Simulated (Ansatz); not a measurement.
Cu Kα1 powder pattern (kinematic, no thermal factors).
2θ (°) (relative intensity): 10.03 (3), 15.06 (2), 20.13 (1), 21.37 (2), 21.96 (3), 23.65 (3), 26.25 (100), 29.52 (1), 30.39 (49), 30.40 (99), 30.83 (1), 32.09 (1), 33.30 (1), 34.09 (1), 36.73 (1), 39.91 (1), 43.52 (72), 43.53 (36), 51.53 (17), 51.54 (34), 54.01 (37), 63.24 (6), 63.25 (12), 69.69 (14), 69.69 (7), 71.77 (16), 71.78 (16), 71.78 (16), 79.90 (12), 79.91 (24), 85.85 (4), 85.86 (4), 85.87 (8)

The pattern is computed from a structure relaxed with Ansatz 0.2.0, DFT PBE, scalar-relativistic, plane waves, PAW. No spin polarisation. Its elements are Pb, S, Sn.

Q: Give the structure.

A: Sn5PbS6.
Space group P4/mmm (No. 123). a = 4.155 Å, b = 4.155 Å, c = 17.632 Å, α = 90.00°, β = 90.00°, γ = 90.00°
| atom | site | symmetry | x | y | z |
| --- | --- | --- | --- | --- | --- |
| Sn | 2g | 4mm | 0.0000 | 0.0000 | 0.6658 |
| Sn | 2h | 4mm | 0.5000 | 0.5000 | 0.8314 |
| Sn | 1d | 4/mmm | 0.5000 | 0.5000 | 0.5000 |
| Pb | 1a | 4/mmm | 0.0000 | 0.0000 | 0.0000 |
| S | 2g | 4mm | 0.0000 | 0.0000 | 0.8295 |
| S | 1c | 4/mmm | 0.5000 | 0.5000 | 0.0000 |
| S | 2h | 4mm | 0.5000 | 0.5000 | 0.3336 |
| S | 1b | 4/mmm | 0.0000 | 0.0000 | 0.5000 |

A pattern alone doesn't exclude other cells with like lines; this is the one computed.

It was reached by relaxing an invented guess, and it needn't be the stable form of this composition.
